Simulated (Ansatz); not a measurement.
SnS:
```yaml
crystal:
  lattice:
    - [1.84034, -5.44827, 0.00000]
    - [1.84034, 5.44827, 0.00000]
    - [0.00000, 0.00000, 5.57223]
  atoms:
    - { symbol: Sn, position: [0.14276, 0.85724, 0.75000] }
    - { symbol: Sn, position: [0.85724, 0.14276, 0.25000] }
    - { symbol: S, position: [0.80686, 0.19314, 0.75000] }
    - { symbol: S, position: [0.19314, 0.80686, 0.25000] }
```

Relaxed with LDA. Special points in fractions of this cell's reciprocal vectors: Γ (0.000, 0.000, 0.000); Y (-0.500, 0.500, 0.000); C0 (-0.279, 0.721, 0.000); Σ0 (0.279, 0.279, 0.000); Z (0.000, 0.000, 0.500); A0 (0.279, 0.279, 0.500); E0 (-0.279, 0.721, 0.500); T (-0.500, 0.500, 0.500); S (0.000, 0.500, 0.000); R (0.000, 0.500, 0.500).

Task: List the band energies nearest the valence-band maximum at these points for LDA in the plane-wave PAW code Ansatz.

Result: In eV from the valence-band maximum; about four levels below and three above (degenerate sets whole), none deeper than 8.9 eV; points with the same levels are listed once.

| k | below | above |
|---|---|---|
| Γ | -2.80 -2.26 -1.38 -1.33 | 2.15 3.42 3.46 |
| Y | -2.67 -1.48 -1.42 -0.01 | 0.62 2.27 3.18 |
| C0 | -3.68 -3.58 -1.92 -1.02 | 0.93 2.42 3.31 |
| Z | -2.15 -2.15 -1.90 -1.90 | 2.31 2.31 3.22 3.22 |
| A0 | -2.41 -2.41 -0.88 -0.88 | 1.38 1.38 2.49 2.49 |
| T | -2.22 -2.22 -0.57 -0.57 | 2.01 2.01 2.37 2.37 |
| S | -3.98 -3.80 -1.73 -1.48 | 1.31 1.75 3.81 |
| R | -2.75 -2.75 -0.93 -0.93 | 1.45 1.45 2.48 2.48 |

Space group Cmcm. The workflow started from a Materials Project entry (that database holds measured and hypothetical structures alike); the Crystallography Open Database files this formula in space group No. 63, but the cells were not matched. It is not the phase usual at ambient conditions (space group No. 62). The LDA relaxation kept the symmetry of its start; its stability against distortions is not shown here. A crystal of weakly bound layers computed without a dispersion correction: the cell and the soft elastic constants depend strongly on that. Spin–orbit coupling is left out wherever it is not named.

Potentials: the later of the program's two PAW sets.
